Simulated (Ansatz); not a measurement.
Given:

Ti3Sn:
```cif
data_Sn2Ti6
_chemical_formula_sum 'Ti6 Sn2'
_space_group_name_H-M_alt 'P 1'
_space_group_IT_number 1
_cell_length_a 5.91967
_cell_length_b 5.91967
_cell_length_c 4.69201
_cell_angle_alpha 90.000
_cell_angle_beta 90.000
_cell_angle_gamma 122.488
loop_
_space_group_symop_operation_xyz
  'x, y, z'
loop_
_atom_site_label
_atom_site_type_symbol
_atom_site_fract_x
_atom_site_fract_y
_atom_site_fract_z
_atom_site_occupancy
Ti1 Ti 0.17722 0.82278 0.25000 1
Ti2 Ti 0.82278 0.17722 0.75000 1
Ti3 Ti 0.16787 0.31485 0.25000 1
Ti4 Ti 0.83213 0.68515 0.75000 1
Ti5 Ti 0.31485 0.16787 0.75000 1
Ti6 Ti 0.68515 0.83213 0.25000 1
Sn1 Sn 0.66744 0.33256 0.25000 1
Sn2 Sn 0.33256 0.66744 0.75000 1
```

This is the PBEsol-relaxed structure.

### Question
All from PBEsol in the plane-wave PAW code Ansatz, unless another level is named. Estimate the bulk modulus (Birch–Murnaghan fit).

### Answer
126 GPa.

### Question
What about the highest zone-centre frequency?

### Answer
280 cm⁻¹.

Space group Cmcm. The workflow started from a Materials Project entry (that database holds measured and hypothetical structures alike); the Crystallography Open Database copy checked does not list it. Whether it is the stable phase at ambient conditions was not checked. Symmetry was held in the PBEsol relaxation; whether a distortion lowers the energy is not shown. No spin polarisation was allowed. As this level gives no gap, phonon frequencies hold no LO–TO term and depend on the k-mesh and smearing (Fermi–Dirac, 0.1 eV here). Spin–orbit coupling is left out wherever it is not named.

Potentials: the later of the program's two PAW sets.
